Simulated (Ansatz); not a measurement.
Input:

BP:
```cif
data_B2P2
_chemical_formula_sum 'B2 P2'
_space_group_name_H-M_alt 'P 1'
_space_group_IT_number 1
_cell_length_a 3.19834
_cell_length_b 3.19834
_cell_length_c 7.96777
_cell_angle_alpha 90.000
_cell_angle_beta 90.000
_cell_angle_gamma 120.000
loop_
_space_group_symop_operation_xyz
  'x, y, z'
loop_
_atom_site_label
_atom_site_type_symbol
_atom_site_fract_x
_atom_site_fract_y
_atom_site_fract_z
_atom_site_occupancy
B1 B 0.33333 0.66667 0.25000 1
P1 P 0.66667 0.33333 0.25000 1
P2 P 0.33333 0.66667 0.75000 1
B2 B 0.66667 0.33333 0.75000 1
```

This is the r²SCAN+D4-relaxed structure.

**Question.** All from DFT-r²SCAN+D4 in the program Ansatz with PAW potentials, unless another level is named. Estimate the band gap.

**Answer.** 0.87 eV (indirect).

**Question.** Predict the smallest direct gap on the standard path.

**Answer.** 1.01 eV.

**Question.** Next, the HSE06 gap on the r²SCAN+D4 cell?

**Answer.** 1.17 eV.

**Question.** And the conduction-band minimum?

**Answer.** at M (3 equivalent valleys).

**Question.** And the valence-band maximum?

**Answer.** on the K–Γ line, 11 % of the way from K.

Space group P6_3/mmc. The start of the workflow was typed in or built on a structure type; neither database checked (COD, Materials Project) lists it. It is not the phase usual at ambient conditions (space group No. 216). The cell was relaxed with r²SCAN+D4 under the symmetry of its start; its stability against distortions is not shown here.

Potentials: the later of the program's two PAW sets.
